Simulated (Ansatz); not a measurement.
## Vibrations of LaAs (Fm-3m) by finite displacements

```yaml
crystal:
  lattice:
    - [0.00000, 3.05555, 3.05555]
    - [3.05555, 0.00000, 3.05555]
    - [3.05555, 3.05555, 0.00000]
  atoms:
    - { symbol: La, position: [0.50000, 0.50000, 0.50000] }
    - { symbol: As, position: [0.00000, 0.00000, 0.00000] }
```

The conventional cell has a = 6.111 Å, b = 6.111 Å, c = 6.111 Å, α = 90.00°, β = 90.00°, γ = 90.00°. La (atom 1) has 6 As at 3.06 Å as nearest neighbours. As (atom 2) has 6 La at 3.06 Å as nearest neighbours.

Level of theory, where no other is named: PBEsol, all-electron LAPW in Ansatz 0.2.0, scalar-relativistic. k mesh 10×10×10, Fermi-Dirac smearing of 0.080 eV, basis error target 1 meV/atom. The cell was relaxed by PAW under this functional.

Atoms are displaced by 0.01 Å in the smallest supercells that hold the wave vectors of a 2×2×2 mesh. Negative values stand for unstable modes.

(1) What are the phonon energies at the solved wave vectors, in cm⁻¹?

(2) Is the structure dynamically stable at these wave vectors?

(3) How do the optical zone-centre modes decompose, and which are active?

(4) How well do frozen-core PAW files reproduce these all-electron values?

(5) The cell is scaled evenly to 55.344 and 58.767 Å³ (from 57.055), with free atoms relaxed and the shape held. What are the mode Grüneisen parameters γ = −d ln ω/d ln V?

Answers

(1) 

```csv
q,point,modes (cm⁻¹)
0.000 0.000 0.000,Gamma,130.3 (×3)
0.500 0.000 0.000,L,"99.4 (×2), 136.2 (×2), 160.0, 168.4"
0.500 0.500 0.000,X,"77.7 (×2), 111.5, 136.5 (×2), 152.3"
```

(2) Yes, no mode is unstable there; wave vectors off this mesh aren't tested.

(3) Point group m-3m: Γ_opt = T1u.

| label | cm⁻¹ | activity | mostly |
| --- | --- | --- | --- |
| T1u | 130.3 | IR | As (65 %) |

In a metal the activity is that of symmetry alone; free carriers screen the infrared modes.

(4) With a cutoff of 420 eV and displacements of 0.0025 Å, the r.m.s. difference over the modes is 0.1 cm⁻¹; the largest difference is 130.2 (PAW) against 130.3 cm⁻¹ (LAPW).

(5) For the highest mode, 173.9 cm⁻¹ in the small cell and 163.2 in the large one give γ ≈ 1.06. From the change of the dynamical matrix on each mode:

```csv
point,cm⁻¹,γ
Gamma,130.3,2.25
L,99.4,2.25
L,136.2,1.68
L,160.0,1.18
L,168.4,1.06
X,77.7,-0.05
X,111.5,0.16
X,136.5,2.61
X,152.3,2.38
```

Weighted by the modes' heat capacities at 300 K, the mean on this mesh is 1.55; it moves with the q mesh, and a coarse one overweights the zone boundary.

Caveats: responses of metals move with mesh and smearing; the frozen-core PAW files of the compared runs were fitted under PBE, their cores solved anew for this functional.
